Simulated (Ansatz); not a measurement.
Cs2LiIrC6N6:
```xyz
16
Lattice="0.0000 5.3596 5.3596 5.3596 0.0000 5.3596 5.3596 5.3596 0.0000" Properties=species:S:1:pos:R:3 pbc="T T T"
Cs     8.0394     8.0394     8.0394
Cs     2.6798     2.6798     2.6798
Li     5.3596     5.3596     5.3596
Ir     0.0000     0.0000     0.0000
C      2.0078     5.3596     5.3596
C      8.7114     5.3596     5.3596
C      5.3596     2.0078     5.3596
C      5.3596     8.7114     5.3596
C      5.3596     5.3596     2.0078
C      5.3596     5.3596     8.7114
N      7.5498     5.3596     5.3596
N      3.1694     5.3596     5.3596
N      5.3596     7.5498     5.3596
N      5.3596     3.1694     5.3596
N      5.3596     5.3596     7.5498
N      5.3596     5.3596     3.1694
```

Plane-wave PAW r²SCAN (Ansatz code) gives a gap of 5.92 eV without spin–orbit coupling, maximum at X, minimum on the Γ–X line, 38 % of the way from Γ.

Task: What happens when spin–orbit coupling is switched on?

Result: The gap falls by 0.21 eV, to 5.71 eV; maximum at X, minimum on the Γ–X line, 35 % of the way from Γ.

Task: Give the electron effective mass with spin–orbit coupling.

Result: 1.5 mₑ (isotropic).

Task: Give the hole effective mass with spin–orbit coupling.

Result: 1.7, 3.8, 3.8 mₑ (principal values).

Space group Fm-3m. The first step of the workflow began from a Materials Project structure, measured or hypothetical; the Crystallography Open Database files this formula in space group No. 225, but the cells were not matched. Its standing as an ambient phase is unchecked. The cell was relaxed with r²SCAN under the symmetry of its start; whether a distortion lowers the energy is not shown. No spin polarisation was allowed.

Potentials: the later of the program's two PAW sets.
